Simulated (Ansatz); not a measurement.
An elastic tensor (GPa, Voigt order, standard axes) from r²SCAN in the plane-wave PAW code Ansatz:

```
 234   148   115   0.0   5.8   0.0
 148   237   115   0.0  -5.2   0.0
 115   115   141   0.0  -0.5   0.0
 0.0   0.0   0.0  48.0   0.0  -5.7
 5.8  -5.2  -0.5   0.0  47.8   0.0
 0.0   0.0   0.0  -5.7   0.0  43.7
```

### Question
Pick the material that matches.
A) B4C, Cm (Pearson symbol mS30)
B) TiO2, C2/m (Pearson symbol mS24)
C) Zn3In2O6, P2_1/m (Pearson symbol mP44)
D) TiO2, P2_1/c (Ti on 4e, O on 4e, O on 4e)

### Answer
C, Zn3In2O6, P2_1/m (Pearson symbol mP44)

The workflow started from a Materials Project entry (that database holds measured and hypothetical structures alike); the Crystallography Open Database copy checked does not list it. Its standing as an ambient phase is unchecked. Symmetry was held in the r²SCAN relaxation; whether a distortion lowers the energy is not shown.

Potentials: the earlier of the program's two PAW sets.
